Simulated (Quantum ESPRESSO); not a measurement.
Mg3ClFS2, finding a planted mistake in a log

A calculation, not a measurement. The program is pw.x of Quantum ESPRESSO 7.5 (plane-wave density functional theory). The cell is made up: 7 atoms on a zincblende/diamond lattice with one site empty, with randomly drawn elements, strain and displacements, not relaxed. PseudoDojo standard norm-conserving files (v0.5 for PBE, v0.4.1 for LDA and PBEsol) set the functional; there is no spin polarisation, spin-orbit coupling or dispersion term, and the masses in the input are unused placeholders.

Intended input:

```
&control calculation='scf', pseudo_dir='./dojo.nc.sr.pbe.v0_5.standard.upf', outdir='./o', disk_io='medium', tprnfor=.true., tstress=.true. /
&system ibrav=0, nat=7, ntyp=4, nbnd=34, ecutwfc=84.00895049, nosym=.true., tot_charge=0,
 occupations='smearing', smearing='fd', degauss=0.0018374661
/
&electrons conv_thr=7.350e-09, electron_maxstep=60, /
ATOMIC_SPECIES
Cl 1.0 Cl.upf
F 1.0 F.upf
Mg 1.0 Mg.upf
S 1.0 S.upf
CELL_PARAMETERS angstrom
5.375 0.0339 -0.0441
0.0339 5.3245 0.019
-0.0441 0.019 5.2521
ATOMIC_POSITIONS angstrom
Mg 0.0827 0.1981 0.0642
Mg -0.0074 2.6814 2.5849
Mg 2.7053 2.6945 -0.1563
Cl 1.3823 1.4068 1.3809
F 1.3656 4.108 3.9981
S 4.0965 1.3115 3.9753
S 4.0867 4.0771 1.3863
K_POINTS automatic
4 4 4 1 1 1
```

The log is shortened where brackets say so; the opening notice, blank lines, dates and the lines on written files are dropped, and the path of the files is cut. It prints rydbergs, bohrs and kilobars, and counts compression as positive stress. Where no state is partly filled, the Fermi energy that it prints is only some level between the filled and the empty states on the mesh, and need not lie in the true gap.

Log of the intended run:

```
     Program PWSCF v.7.5
     Parallel version (MPI & OpenMP), running on       1 processor cores
     Number of MPI processes:                 1
     Threads/MPI process:                     1
     [start-up lines left out]
     bravais-lattice index     =            0
     lattice parameter (alat)  =      10.1578  a.u.
     unit-cell volume          =    1014.2237 (a.u.)^3
     number of atoms/cell      =            7
     number of atomic types    =            4
     number of electrons       =        56.00
     number of Kohn-Sham states=           34
     kinetic-energy cutoff     =      84.0090  Ry
     charge density cutoff     =     336.0358  Ry
     scf convergence threshold =      7.3E-09
     mixing beta               =       0.7000
     number of iterations used =            8  plain     mixing
     Exchange-correlation= PBE
                           (   1   4   3   4   0   0   0)
     [axes and pseudopotential details left out]
   Cartesian axes
     site n.     atom                  positions (alat units)
         1        Mg     tau(   1) = (   0.0153852   0.0368538   0.0119435  )
         2        Mg     tau(   2) = (  -0.0013767   0.4988384   0.4808859  )
         3        Mg     tau(   3) = (   0.5032847   0.5012755  -0.0290775  )
         4        Cl     tau(   4) = (   0.2571583   0.2617162   0.2568979  )
         5        F      tau(   5) = (   0.2540515   0.7642381   0.7437927  )
         6        S      tau(   6) = (   0.7620987   0.2439869   0.7395511  )
         7        S      tau(   7) = (   0.7602756   0.7584896   0.2579025  )
     number of k points=    32  Fermi-Dirac smearing, width (Ry)=  0.0018
                       cart. coord. in units 2pi/alat
        k(    1) = (   0.1252733   0.1249361   0.1285318), wk =   0.0625000
        k(    2) = (   0.1273786   0.1240096   0.3844165), wk =   0.0625000
     [further k points left out]
     Dense  grid:   105475 G-vectors     FFT dimensions: (  60,  60,  60)
     Estimated max dynamical RAM per process >     127.01 MB
     Initial potential from superposition of free atoms
     starting charge      55.9975, renormalised to      56.0000
     Starting wfcs are   31 randomized atomic wfcs +    3 random wfcs
     total cpu time spent up to now is        7.4 secs
     per-process dynamical memory:    88.8 Mb
     Self-consistent Calculation
     iteration #  1     ecut=    84.01 Ry     beta= 0.70
     Davidson diagonalization with overlap
     ethr =  1.00E-02,  avg # of iterations =  6.5
     total cpu time spent up to now is       26.9 secs
     total energy              =    -482.86255304 Ry
     estimated scf accuracy    <       0.67579735 Ry
     iteration #  2     ecut=    84.01 Ry     beta= 0.70
     Davidson diagonalization with overlap
     ethr =  1.21E-03,  avg # of iterations =  2.8
     total cpu time spent up to now is       40.6 secs
     total energy              =    -483.01461272 Ry
     estimated scf accuracy    <       0.39696119 Ry
     [iterations 3 to 8 left out]
     iteration #  9     ecut=    84.01 Ry     beta= 0.70
     Davidson diagonalization with overlap
     ethr =  2.58E-10,  avg # of iterations =  2.5
     total cpu time spent up to now is      162.8 secs
     total energy              =    -483.10979582 Ry
     estimated scf accuracy    <          9.9E-09 Ry
     iteration # 10     ecut=    84.01 Ry     beta= 0.70
     Davidson diagonalization with overlap
     ethr =  1.76E-11,  avg # of iterations =  2.1
     total cpu time spent up to now is      183.8 secs
     End of self-consistent calculation
     [lines on levels left out]
     the Fermi energy is     4.4058 ev
!    total energy              =    -483.10979582 Ry
     estimated scf accuracy    <          1.4E-09 Ry
     smearing contrib. (-TS)   =      -0.00000000 Ry
     internal energy E=F+TS    =    -483.10979582 Ry
     The total energy is F=E-TS. E is the sum of the following terms:
     one-electron contribution =    -356.09455963 Ry
     hartree contribution      =     181.49549063 Ry
     xc contribution           =     -80.58252201 Ry
     ewald contribution        =    -227.92820482 Ry
     convergence has been achieved in  10 iterations
     Forces acting on atoms (cartesian axes, Ry/au):
     atom    1 type  3   force =     0.01321216   -0.12415731    0.00716071
     atom    2 type  3   force =    -0.00301695    0.02677892    0.07289345
     atom    3 type  3   force =     0.01107028    0.07262266   -0.00473394
     atom    4 type  1   force =     0.07329109   -0.00713581    0.01687951
     atom    5 type  2   force =    -0.01328742   -0.03865116    0.03023410
     atom    6 type  4   force =    -0.04582725    0.03459089   -0.07857153
     atom    7 type  4   force =    -0.03544190    0.03595181   -0.04386230
     Total force =     0.222113     Total SCF correction =     0.000078
     Computing stress (Cartesian axis) and pressure
          total   stress  (Ry/bohr**3)                   (kbar)     P=       54.10
   0.00029838  -0.00019127   0.00013808           43.89      -28.14       20.31
  -0.00019127   0.00036035  -0.00009305          -28.14       53.01      -13.69
   0.00013808  -0.00009305   0.00044448           20.31      -13.69       65.39
     init_run     :      7.04s CPU      7.23s WALL (       1 calls)
     electrons    :    168.42s CPU    176.45s WALL (       1 calls)
     forces       :      3.49s CPU      3.54s WALL (       1 calls)
     stress       :     13.27s CPU     13.36s WALL (       1 calls)
     [timing details left out]
     PWSCF        :   3m12.45s CPU   3m20.96s WALL
     JOB DONE.
```

A second run was made from an input with one planted mistake. Its log:

```
     Program PWSCF v.7.5
     Parallel version (MPI & OpenMP), running on       1 processor cores
     Number of MPI processes:                 1
     Threads/MPI process:                     1
     [start-up lines left out]
     bravais-lattice index     =            0
     lattice parameter (alat)  =      10.1578  a.u.
     unit-cell volume          =    1014.2237 (a.u.)^3
     number of atoms/cell      =            7
     number of atomic types    =            4
     number of electrons       =        56.00
     number of Kohn-Sham states=           34
     kinetic-energy cutoff     =      84.0090  Ry
     charge density cutoff     =     336.0358  Ry
     scf convergence threshold =      7.3E-09
     mixing beta               =       0.7000
     number of iterations used =            8  plain     mixing
     Exchange-correlation= PBE
                           (   1   4   3   4   0   0   0)
     [axes and pseudopotential details left out]
   Cartesian axes
     site n.     atom                  positions (alat units)
         1        Mg     tau(   1) = (   0.0153852   0.0368538   0.0119435  )
         2        Mg     tau(   2) = (  -0.0013767   0.4988384   0.4808859  )
         3        F      tau(   3) = (   0.5032847   0.5012755  -0.0290775  )
         4        Cl     tau(   4) = (   0.2571583   0.2617162   0.2568979  )
         5        Mg     tau(   5) = (   0.2540515   0.7642381   0.7437927  )
         6        S      tau(   6) = (   0.7620987   0.2439869   0.7395511  )
         7        S      tau(   7) = (   0.7602756   0.7584896   0.2579025  )
     number of k points=    32  Fermi-Dirac smearing, width (Ry)=  0.0018
                       cart. coord. in units 2pi/alat
        k(    1) = (   0.1252733   0.1249361   0.1285318), wk =   0.0625000
        k(    2) = (   0.1273786   0.1240096   0.3844165), wk =   0.0625000
     [further k points left out]
     Dense  grid:   105475 G-vectors     FFT dimensions: (  60,  60,  60)
     Estimated max dynamical RAM per process >     127.01 MB
     Initial potential from superposition of free atoms
     starting charge      55.9975, renormalised to      56.0000
     Starting wfcs are   31 randomized atomic wfcs +    3 random wfcs
     total cpu time spent up to now is        7.0 secs
     per-process dynamical memory:    88.8 Mb
     Self-consistent Calculation
     iteration #  1     ecut=    84.01 Ry     beta= 0.70
     Davidson diagonalization with overlap
     ethr =  1.00E-02,  avg # of iterations =  6.2
     total cpu time spent up to now is       30.9 secs
     total energy              =    -481.89820766 Ry
     estimated scf accuracy    <       1.15798476 Ry
     iteration #  2     ecut=    84.01 Ry     beta= 0.70
     Davidson diagonalization with overlap
     ethr =  2.07E-03,  avg # of iterations =  3.6
     total cpu time spent up to now is       51.0 secs
     total energy              =    -481.31301060 Ry
     estimated scf accuracy    <       7.00609404 Ry
     [iterations 3 to 10 left out]
     iteration # 11     ecut=    84.01 Ry     beta= 0.70
     Davidson diagonalization with overlap
     ethr =  2.52E-10,  avg # of iterations =  3.9
     total cpu time spent up to now is      218.7 secs
     total energy              =    -482.50874915 Ry
     estimated scf accuracy    <       0.00000003 Ry
     iteration # 12     ecut=    84.01 Ry     beta= 0.70
     Davidson diagonalization with overlap
     ethr =  4.61E-11,  avg # of iterations =  2.0
     total cpu time spent up to now is      236.8 secs
     End of self-consistent calculation
     [lines on levels left out]
     the Fermi energy is     3.9837 ev
!    total energy              =    -482.50874915 Ry
     estimated scf accuracy    <          4.0E-09 Ry
     smearing contrib. (-TS)   =      -0.00068605 Ry
     internal energy E=F+TS    =    -482.50806310 Ry
     The total energy is F=E-TS. E is the sum of the following terms:
     one-electron contribution =    -356.26210423 Ry
     hartree contribution      =     181.67645498 Ry
     xc contribution           =     -80.28582860 Ry
     ewald contribution        =    -227.63658525 Ry
     convergence has been achieved in  12 iterations
     Forces acting on atoms (cartesian axes, Ry/au):
     atom    1 type  3   force =    -0.05366326   -0.00135128    0.12113161
     atom    2 type  3   force =    -0.05785921   -0.07915165   -0.01731088
     atom    3 type  2   force =    -0.01984003    0.07240457   -0.08565960
     atom    4 type  1   force =     0.03325300   -0.03105029    0.05395305
     atom    5 type  3   force =     0.15708578   -0.03902441    0.00662369
     atom    6 type  4   force =    -0.04876963    0.02203611   -0.07005865
     atom    7 type  4   force =    -0.01020664    0.05613696   -0.00867922
     Total force =     0.287693     Total SCF correction =     0.000198
     Computing stress (Cartesian axis) and pressure
          total   stress  (Ry/bohr**3)                   (kbar)     P=      104.70
   0.00057628  -0.00006727   0.00009335           84.77       -9.90       13.73
  -0.00006727   0.00074183   0.00019870           -9.90      109.13       29.23
   0.00009335   0.00019870   0.00081711           13.73       29.23      120.20
     init_run     :      6.72s CPU      6.92s WALL (       1 calls)
     electrons    :    216.87s CPU    229.80s WALL (       1 calls)
     forces       :      2.82s CPU      2.89s WALL (       1 calls)
     stress       :     10.94s CPU     11.02s WALL (       1 calls)
     [timing details left out]
     PWSCF        :   3m57.54s CPU   4m11.04s WALL
     JOB DONE.
```

Question: what was wrong in the second input?

Answer: two atoms have their elements exchanged. The input lines that differ, file-writing options aside:

```
- Mg 2.7053 2.6945 -0.1563
+ F 2.7053 2.6945 -0.1563
- F 1.3656 4.108 3.9981
+ Mg 1.3656 4.108 3.9981
```

|  | intended run | run with the mistake |
| --- | --- | --- |
| free energy (eV) | -6573.044 | -6564.866 |
| smearing term -TS (eV) | 0.0000 | -0.0093 |
| pressure (GPa) | 5.41 | 10.47 |
| largest force component (eV/Å) | 3.192 | 4.039 |
| largest change of a force component (eV/Å) |  | 4.380 |
| iterations | 10 | 12 |

For scale, a rerun of the intended cell at 1437 eV and a 6 x 6 x 6 mesh moved values by no more than 0.003 eV in energy, 0.02 GPa in stress and 0.011 eV/Å in force.